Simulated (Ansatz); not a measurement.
CdS (zinc blende)

```
CdS
1.0
    0.00000     2.93953     2.93953
    2.93953     0.00000     2.93953
    2.93953     2.93953     0.00000
S Cd
1 1
Direct
  0.75000   0.75000   0.75000
  0.00000   0.00000   0.00000
```

These are r2SCAN (plane waves to 500 eV, PAW, scalar-relativistic; Ansatz, an electronic-structure program) values and carry that method's errors. DFPT wavenumbers on a 8×8×8 k mesh, in cm⁻¹; i marks imaginary ones, q is in fractions of the reciprocal vectors of the cell shown, and the three acoustic modes at Γ are left out. The non-analytic (LO-TO) term is not included, so polar modes at Γ have their transverse values. CdS was relaxed with its symmetry unable to fall. The PAW data are Ansatz's earlier set.

Is the structure dynamically stable at Γ, L = (0.5, 0.0, 0.0), X = (0.5, 0.5, 0.0)?

No imaginary mode at these points (lowest 41 cm⁻¹ at L = (0.5, 0.0, 0.0)); other wave vectors were not tested.

List the wavenumbers at Γ, L = (0.5, 0.0, 0.0), X = (0.5, 0.5, 0.0), with degeneracies.


| q | wavenumbers (cm⁻¹) |
|---|---|
| Γ | 228 (×3) |
| L = (0.5, 0.0, 0.0) | 41 (×2), 136, 247 (×2), 296 |
| X = (0.5, 0.5, 0.0) | 54 (×2), 147, 270 (×2), 286 |
